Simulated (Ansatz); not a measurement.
Input:

HfSeS:
```xyz
3
Lattice="3.6123 0.0000 0.0000 -1.8062 3.1283 0.0000 0.0000 0.0000 5.8460" Properties=species:S:1:pos:R:3 pbc="T T T"
Hf     0.0000     0.0000     5.7714
Se     0.0000     2.0856     1.5421
S      1.8062     1.0428     4.3784
```

This is the LDA-relaxed structure. x, y and z are the axes in which the lattice vectors are written.

Task: All from the program Ansatz at the LDA level (PAW), unless another level is named. Predict the hole effective mass, band 1 of 2 at the edge.

Result: 0.30 along x, 1.9 along z (mₑ).

Task: Predict the electron effective mass.

Result: 0.20, 0.64, 2.8 mₑ (principal values).

Task: Give the valence-band maximum.

Result: at Γ.

Task: And the conduction-band minimum?

Result: at L (3 equivalent valleys).

Space group P3m1. The workflow started from a Materials Project entry (that database holds measured and hypothetical structures alike); the Crystallography Open Database copy checked does not list it. With Se and S taken as one species the cell has the higher symmetry P-3m1, so it may be an ordered model of a mixed-site phase. Whether it is the stable phase at ambient conditions was not checked. The LDA relaxation kept the symmetry of its start; its stability against distortions is not shown here. The run is not spin-polarised. A crystal of weakly bound layers computed without a dispersion correction: the cell and the soft elastic constants depend strongly on that. Spin–orbit coupling is left out wherever it is not named.

Potentials: the later of the program's two PAW sets.

Edges and masses are those of Kohn–Sham bands, whose gap is no quasiparticle gap.
